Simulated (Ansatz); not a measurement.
Bi2TeO2:
```cif
data_Bi2O2Te
_chemical_formula_sum 'Bi2 Te1 O2'
_space_group_name_H-M_alt 'P-3m1'
_space_group_IT_number 164
_space_group_name_Hall '-P 3 2"'
_cell_length_a 4.10206
_cell_length_b 4.10206
_cell_length_c 7.41205
_cell_angle_alpha 90.000
_cell_angle_beta 90.000
_cell_angle_gamma 120.000
loop_
_atom_site_label
_atom_site_type_symbol
_atom_site_symmetry_multiplicity
_atom_site_Wyckoff_symbol
_atom_site_fract_x
_atom_site_fract_y
_atom_site_fract_z
_atom_site_occupancy
Bi1 Bi 2 d 0.33333 0.66667 0.20088 1
Te1 Te 1 b 0.00000 0.00000 0.50000 1
O1 O 2 d 0.66667 0.33333 0.11406 1
```

Relaxed with PBE.

Problem. Which orbitals make up the states near the band edges in the program Ansatz at the PBE level (PAW)?

Solution. Top 1 eV of the valence band: Te 5p 64 %, O 2p 20 %, Bi 6p 9 %, Bi 6s 5 %. Bottom 1 eV of the conduction band: Bi 6p 66 %, O 2p 10 %, Te 5p 9 %, O 2s 7 %. Projections are on Löwdin-orthogonalised atomic valence shells; empty p or d shells of many metals are not among them.

Problem. Tabulate the density of states.

Solution. States/eV per cell of 5 atoms, in 0.25 eV bins, energy from the valence-band maximum.

| E (eV) | total | O 2p | Bi 6p | Te 5p |
|---|---|---|---|---|
| -7.85 | 0.06 | 0.00 | 0.00 | 0.00 |
| -7.60 | 0.00 | 0.00 | 0.00 | 0.00 |
| -7.35 | 0.00 | 0.00 | 0.00 | 0.00 |
| -7.10 | 0.00 | 0.00 | 0.00 | 0.00 |
| -6.85 | 0.00 | 0.00 | 0.00 | 0.00 |
| -6.60 | 0.00 | 0.00 | 0.00 | 0.00 |
| -6.35 | 0.00 | 0.00 | 0.00 | 0.00 |
| -6.10 | 0.01 | 0.00 | 0.00 | 0.00 |
| -5.85 | 0.40 | 0.20 | 0.16 | 0.03 |
| -5.60 | 0.98 | 0.53 | 0.36 | 0.06 |
| -5.35 | 1.52 | 0.85 | 0.53 | 0.11 |
| -5.10 | 2.59 | 1.38 | 0.85 | 0.30 |
| -4.85 | 4.63 | 2.56 | 1.37 | 0.54 |
| -4.60 | 3.81 | 2.28 | 1.04 | 0.34 |
| -4.35 | 2.57 | 1.58 | 0.69 | 0.21 |
| -4.10 | 4.56 | 2.76 | 1.19 | 0.43 |
| -3.85 | 3.83 | 2.31 | 0.97 | 0.35 |
| -3.60 | 3.99 | 2.51 | 1.02 | 0.33 |
| -3.35 | 3.81 | 2.59 | 0.86 | 0.25 |
| -3.10 | 3.75 | 2.58 | 0.75 | 0.24 |
| -2.85 | 2.20 | 1.54 | 0.38 | 0.19 |
| -2.60 | 2.11 | 1.42 | 0.32 | 0.28 |
| -2.35 | 3.62 | 2.67 | 0.31 | 0.46 |
| -2.10 | 3.67 | 2.90 | 0.19 | 0.39 |
| -1.85 | 1.99 | 0.85 | 0.25 | 0.77 |
| -1.60 | 3.50 | 1.31 | 0.30 | 1.63 |
| -1.35 | 3.21 | 1.09 | 0.26 | 1.45 |
| -1.10 | 6.08 | 2.00 | 0.34 | 2.98 |
| -0.85 | 4.07 | 0.98 | 0.32 | 2.43 |
| -0.60 | 2.96 | 0.50 | 0.27 | 2.02 |
| -0.35 | 1.54 | 0.16 | 0.18 | 1.14 |
| -0.10 | 0.59 | 0.03 | 0.08 | 0.48 |
| 0.15 | 0.00 | 0.00 | 0.00 | 0.00 |
| 0.40 | 0.00 | 0.00 | 0.00 | 0.00 |
| 0.65 | 0.00 | 0.00 | 0.00 | 0.00 |
| 0.90 | 0.34 | 0.02 | 0.24 | 0.02 |
| 1.15 | 1.50 | 0.13 | 1.01 | 0.12 |
| 1.40 | 2.82 | 0.30 | 1.84 | 0.27 |
| 1.65 | 2.06 | 0.30 | 1.32 | 0.17 |
| 1.90 | 1.13 | 0.20 | 0.72 | 0.07 |
| 2.15 | 1.10 | 0.19 | 0.74 | 0.05 |
| 2.40 | 3.34 | 0.59 | 2.25 | 0.15 |
| 2.65 | 3.98 | 0.73 | 2.70 | 0.16 |
| 2.90 | 4.49 | 0.91 | 2.98 | 0.12 |
| 3.15 | 2.72 | 0.57 | 1.82 | 0.08 |
| 3.40 | 1.14 | 0.22 | 0.75 | 0.06 |
| 3.65 | 1.84 | 0.25 | 1.16 | 0.26 |
| 3.90 | 3.15 | 0.43 | 1.88 | 0.53 |
| 4.15 | 2.98 | 0.38 | 1.76 | 0.56 |
| 4.40 | 2.29 | 0.30 | 1.36 | 0.42 |
| 4.65 | 4.20 | 0.53 | 2.28 | 0.72 |
| 4.90 | 4.63 | 0.56 | 2.52 | 0.85 |
| 5.15 | 3.42 | 0.42 | 1.80 | 0.51 |
| 5.40 | 2.13 | 0.26 | 0.98 | 0.25 |

The start of the workflow was typed in or built on a structure type; neither database checked (COD, Materials Project) lists it. Whether it is the stable phase at ambient conditions was not checked. The cell was relaxed with PBE under the symmetry of its start; whether a distortion lowers the energy is not shown. The volume moved by 26 % from the start of the relaxation. Scalar-relativistic: spin–orbit coupling is off unless named, which matters more the heavier the elements.

Potentials: the later of the program's two PAW sets.
